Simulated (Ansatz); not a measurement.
Trial structure of K₇Br, not yet relaxed:

```cif
data_structure
_symmetry_space_group_name_H-M 'Fm-3m'
_symmetry_Int_Tables_number 225
_cell_length_a 10.9369
_cell_length_b 10.9369
_cell_length_c 10.9369
_cell_angle_alpha 90.000
_cell_angle_beta 90.000
_cell_angle_gamma 90.000
_cell_volume 1308.24
loop_
_atom_site_label
_atom_site_type_symbol
_atom_site_symmetry_multiplicity
_atom_site_Wyckoff_symbol
_atom_site_fract_x
_atom_site_fract_y
_atom_site_fract_z
_atom_site_occupancy
K1 K 24 e 0.28770 0.00000 0.00000 1
K2 K 4 a 0.00000 0.00000 0.00000 1
Br1 Br 4 b 0.50000 0.00000 0.00000 1
```

All numbers below come from DFT PBE, scalar-relativistic, plane waves, PAW (Ansatz). Cutoff 420 eV; k points 4×4×4 on the computed 8-atom cell (Γ-centred); Gaussian smearing, width 0.10 eV; no spin polarisation.

The zero of energy is the elements' standard structures at the same level; no fitted shifts are applied. The references include crystalline Br.

Problem. What does a single point on this coarse mesh give?

Solution. The pressure is 19.0 GPa (it wants to expand), the largest force is 6.68 eV/Å, and the energy is +1.58 eV/atom against the elements. The shortest distance is 2.32 Å.

Problem. Is it a good guess?

Solution. A poor one: relaxing gains about 1.8 eV/atom (the start's value is from the coarse mesh, so the gain is rough) in 13 ionic steps and ends at −0.19 eV/atom on the finer mesh. The symmetry stays Fm-3m (No. 225). The volume per atom grows by 137.6 %, from 40.9 to 97.1 Å³. The shortest distance goes from 2.32 Å (K–Br) to 3.34 Å (K–Br). Conventional cell: a = 14.594 Å. K on a site of symmetry 4mm has 1 Br at 3.34 Å and 1 K at 3.96 Å; K on a site of symmetry m-3m has 6 K at 3.96 Å; Br is surrounded by 6 K at 3.34 Å.

The last run used a 6×6×6 mesh for its 8-atom cell and Gaussian smearing of 0.10 eV. The cell is a metal run without spin; a magnetic state may lie lower. The reference form of Br is held partly by dispersion forces, which this level lacks. The relaxation can't lower the symmetry of the start, and the grade says only how near the guess is to its own end. A structure relaxed within its symmetry needn't be a true minimum.
